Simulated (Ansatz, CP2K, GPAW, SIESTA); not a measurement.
# AlSn: 5 runs at one level of theory

```xyz
2
Lattice="4.1981 0.0000 0.0000 -2.0991 3.6357 0.0000 0.0000 0.0000 3.3068" Properties=species:S:1:pos:R:3 pbc="T T T"
Sn    0.0000    2.4238    1.6534
Al    0.0000    0.0000    0.0000
```

The cell comes from a database or a generator and needn't be the stable form of this composition.

Alike in all runs: task band structure; functional LDA; k mesh 7 × 7 × 8; occupations fermi-dirac, width 0.05 eV; no spin polarisation; no spin-orbit coupling. LDA stands for any of its common fits. Pressure is positive in compression and, in plane waves, holds the error of the finite cutoff, which Ansatz's Pulay term estimates and takes out.

```tsv
program and potentials	plane-wave cutoff (eV)	notes	pressure (GPa)
Ansatz, Ansatz PAW	420	potentials made for PBE, which Ansatz adapts in part; 8.5 valence electrons an atom on average; Pulay term of +0.03 GPa included	-3.03
Ansatz, all-electron LAPW, scalar-relativistic	-	-	-3.02
GPAW, the program's PAW data sets (release 1.2.1) made for this functional	600	8.5 valence electrons an atom on average	?
SIESTA, files PseudoDojo sr-lda-0.4.1-standard, DZP (energy shift 0.003 Ry; two zetas on semicore shells)	-	atomic basis; 8.5 valence electrons an atom on average	-2.82
CP2K, GTH_POTENTIALS Sn GTH-PADE-q4, Al GTH-PADE-q3; TZVP-MOLOPT-PBE-GTH basis	-	atomic basis; 3.5 valence electrons an atom on average	-3.34
```

Problem. Estimate from the other rows what the run with GPAW, the program's PAW data sets (release 1.2.1) made for this functional gave.

Solution. Pressure -3.14 GPa. The other rows, which needn't bracket it: pressure -3.34 to -2.82.
